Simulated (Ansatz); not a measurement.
MoP:
```cif
data_MoP
_chemical_formula_sum 'Mo1 P1'
_space_group_name_H-M_alt 'P-6m2'
_space_group_IT_number 187
_space_group_name_Hall 'P -6 2'
_cell_length_a 3.20656
_cell_length_b 3.20656
_cell_length_c 3.17348
_cell_angle_alpha 90.000
_cell_angle_beta 90.000
_cell_angle_gamma 120.000
loop_
_atom_site_label
_atom_site_type_symbol
_atom_site_symmetry_multiplicity
_atom_site_Wyckoff_symbol
_atom_site_fract_x
_atom_site_fract_y
_atom_site_fract_z
_atom_site_occupancy
Mo1 Mo 1 a 0.00000 0.00000 0.00000 1
P1 P 1 f 0.66667 0.33333 0.50000 1
```

Relaxed with PBEsol.

Question: Which orbitals make up the states near the Fermi level in PBEsol in the plane-wave PAW code Ansatz?

Answer: Within 0.5 eV of the Fermi level: Mo 4d 85 %, P 3p 10 %. Projections are on Löwdin-orthogonalised atomic valence shells; empty p or d shells of many metals are not among them.

Question: Tabulate the density of states.

Answer: States/eV per cell of 2 atoms, in 0.25 eV bins, energy from the Fermi level.

```
E (eV)  total  Mo 4d  P 3p  P 3s
------  -----  -----  ----  ----
-7.85    0.02   0.00  0.01  0.00
-7.60    0.06   0.01  0.03  0.00
-7.35    0.15   0.03  0.09  0.01
-7.10    0.52   0.13  0.31  0.02
-6.85    0.94   0.30  0.53  0.02
-6.60    1.58   0.57  0.85  0.03
-6.35    1.92   0.73  1.03  0.04
-6.10    1.00   0.40  0.51  0.03
-5.85    0.87   0.36  0.44  0.02
-5.60    0.81   0.35  0.41  0.02
-5.35    0.95   0.39  0.50  0.03
-5.10    1.13   0.45  0.60  0.03
-4.85    1.43   0.60  0.74  0.03
-4.60    1.44   0.71  0.65  0.02
-4.35    1.28   0.66  0.55  0.02
-4.10    1.65   0.80  0.77  0.02
-3.85    2.12   1.04  0.99  0.02
-3.60    2.22   1.16  0.95  0.03
-3.35    1.63   0.92  0.63  0.01
-3.10    1.37   0.86  0.47  0.01
-2.85    0.92   0.59  0.31  0.00
-2.60    0.20   0.12  0.07  0.00
-2.35    1.61   1.22  0.28  0.01
-2.10    2.42   1.92  0.33  0.02
-1.85    1.76   1.37  0.25  0.02
-1.60    1.42   1.08  0.21  0.01
-1.35    0.85   0.63  0.15  0.01
-1.10    0.41   0.34  0.04  0.00
-0.85    0.52   0.47  0.03  0.00
-0.60    0.91   0.81  0.06  0.01
-0.35    1.11   0.99  0.08  0.01
-0.10    0.87   0.75  0.08  0.01
0.15     0.67   0.55  0.08  0.01
0.40     0.56   0.44  0.09  0.01
0.65     0.67   0.50  0.11  0.02
0.90     0.82   0.60  0.14  0.03
1.15     1.09   0.79  0.19  0.05
1.40     2.00   1.44  0.31  0.12
1.65     2.79   2.09  0.41  0.14
1.90     2.56   1.81  0.47  0.13
2.15     1.27   0.80  0.30  0.07
2.40     0.88   0.58  0.18  0.05
2.65     1.00   0.52  0.29  0.10
2.90     1.26   0.62  0.37  0.16
3.15     1.56   0.77  0.39  0.26
3.40     1.71   0.80  0.46  0.27
3.65     1.43   0.62  0.47  0.15
3.90     0.98   0.38  0.41  0.05
4.15     0.91   0.34  0.42  0.03
4.40     1.03   0.38  0.48  0.02
4.65     1.31   0.47  0.57  0.03
```

Symmetry was held in the PBEsol relaxation. The run is not spin-polarised. Scalar-relativistic: spin–orbit coupling is off unless named, which matters more the heavier the elements.

Potentials: the later of the program's two PAW sets.
